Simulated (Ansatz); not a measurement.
LiRh in space group P-6m2 (No. 187; Li on 1b, Rh on 1e), PBE (plane waves, PAW; program Ansatz), all energies at zero smearing, with the estimated change up to a 700 eV cutoff added, with one set of potentials and settings (totals compare only within such a set). Cell of 2 atoms (1 Li, 1 Rh): -6607.952 eV.

```json
[
 {"element": "Li", "reference phase": "Fm-3m, 1 atoms in the cell", "E (eV/atom)": "-204.6902"},
 {"element": "Rh", "reference phase": "Fm-3m, 1 atoms in the cell", "E (eV/atom)": "-6402.8911"}
]
```

Formation energy per atom, worked out: (-6607.952 − 1×(-204.6902) − 1×(-6402.8911))/2 = -0.185 eV/atom (-18 kJ per mol of atoms), at 0 K, without zero-point energy or fitted corrections.

The workflow started from a Materials Project entry (that database holds measured and hypothetical structures alike); the Crystallography Open Database copy checked does not list it. With Li and Rh taken as one species the cell has the higher symmetry P6_3/mmc, so it may be an ordered model of a mixed-site phase. Its standing as an ambient phase is unchecked. The cell was relaxed with PBE under the symmetry of its start; whether a distortion lowers the energy is not shown. The workflow began spin-polarised and lost its moments. The references are the lowest solids computed at this level, not always the standard phases.

Potentials: the later of the program's two PAW sets.
